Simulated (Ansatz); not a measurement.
Starting cell, Au (fcc, Cu type):

```
CELL_PARAMETERS angstrom
      0.00000     4.12408     4.12408
      2.06204     2.06204     4.12408
      2.06204     2.06204     0.00000
ATOMIC_POSITIONS crystal
  Au 0.00000 0.00000 0.00000
  Au 0.50000 0.00000 0.00000
```

A phonon eigenvector at X = (0.5, 0.5, 0.0) is frozen into this cell: atom i moves by Q times the vector below, so Q is the largest atomic displacement, in Å. The cell is held. It is one choice among 2 degenerate patterns. (q is in reciprocal vectors of the primitive cell; the cell shown is doubled to hold the pattern.)

```csv
atom,x,y,z
Au1,0.000,1.000,0.000
Au2,0.000,-1.000,0.000
```

These are r2SCAN (plane waves to 500 eV, PAW, scalar-relativistic; Ansatz, a first-principles code) values and carry that method's errors. k mesh 19×19×19 (Γ-centred), Fermi-Dirac smearing 0.05 eV. Energies are smeared free energies. With partly filled bands, energies and forces of such displacements shift with the k mesh and the smearing. Au was relaxed with its symmetry unable to fall. Spin-orbit coupling is left out, though Au is heavy. ΔE is measured from the undisplaced structure. The last digit holds for this mesh only.

```csv
Q (Å),ΔE (meV/cell)
-0.2800,447.7
-0.2333,290.5
-0.1867,174.9
-0.1400,withheld
-0.0933,39.9
-0.0467,9.7
0.0000,0.0
0.0467,9.7
0.0933,39.9
0.1400,withheld
0.1867,174.9
0.2333,290.5
0.2800,447.7
```

**Question.** Fit an even polynomial form (powers 2, 4, 6) to the given rows and predict ΔE at Q = -0.1400.

**Answer.** Least squares on the 11 given rows: ΔE = (4425)·Q² + (17550)·Q⁴ + (-14680)·Q⁶, in meV/cell with Q in Å; root-mean-square residual 0.04 meV/cell. At -0.1400 the fit gives 93.4 meV/cell; the calculation gives 93.4 meV/cell, the same to the digits shown. The quadratic term alone would give 86.7 meV/cell.

(A displaced cell: forces are minus the slopes of the energy, force constants its curvatures, and phonons follow from these.)
